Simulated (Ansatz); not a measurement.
Ge (Fd-3m), an elastic constant from a strain scan

Computed with DFT PBEsol, scalar-relativistic, plane waves, PAW in Ansatz. Cutoff 420 eV, Γ-centred 14×14×14 k-points, Gaussian smearing of 0.15 eV. No spin polarisation. Energies are free energies at this smearing, counted from the undisturbed cell; pressure is positive in compression.

Zero of the scan (as given, not relaxed at this level; it stands at 0.7 GPa):

```
Ge
1.0
     0.00000    2.82877    2.82877
     2.82877    0.00000    2.82877
     2.82877    2.82877    0.00000
Ge
2
Direct
  0.50000 0.50000 0.50000
  0.75000 0.75000 0.75000
```

The cell is strained by ε times the Voigt pattern (0, 1, 0, 0, 0, 0) (xx, yy, zz, yz, xz, xy; engineering shear) with fractional coordinates fixed. The cell holds 2 atoms in V0 = 45.27 Å³. The stress column is τ = (1/V0) dE/dε, got from the stress tensor σ (compression positive) at each point as −det(1 + εP) σ : P(1 + εP)⁻¹, with P the pattern as a tensor.

| ε | ΔE (meV/atom) | τ (GPa) |
| --- | --- | --- |
| -0.0400 | 17.591 | -5.627 |
| -0.0300 | 10.545 | -4.352 |
| -0.0200 | 5.289 | -3.094 |
| -0.0100 | 1.791 | -1.866 |
| 0.0000 | 0.000 | -0.674 |
| 0.0100 | -0.131 | 0.480 |
| 0.0200 | 1.342 | 1.598 |
| 0.0300 | 4.368 | 2.676 |
| 0.0350 | 6.444 | 3.200 |
| 0.0400 | ? | ? |

**Question.** Which combination of elastic constants does this scan measure, and how large is it?

**Answer.** For small ε, τ = τ0 + Kε with K = pᵀCp, which for this pattern is C11 in the cubic axes. The parabola through τ at ε = -0.0100, 0 and 0.0100 has slope K = 117 GPa at zero. The energies per cell, E = NΔE, of the same two points give K = 2[E(ε₊)/ε₊ − E(ε₋)/ε₋]/[(ε₊ − ε₋)V0] = 118 GPa, in agreement.

**Question.** Predict the withheld row at ε = 0.0400 from the harmonic law, and compare.

**Answer.** ΔE = V0(τ0 ε + Kε²/2)/N = 9.449 meV/atom and τ = 4.02 GPa. The calculation gives 8.885 meV/atom and 3.71 GPa: the energy lies 6 % below the harmonic value, as bonds soften when stretched.

The gap closes along the scan, which can put kinks into the curve.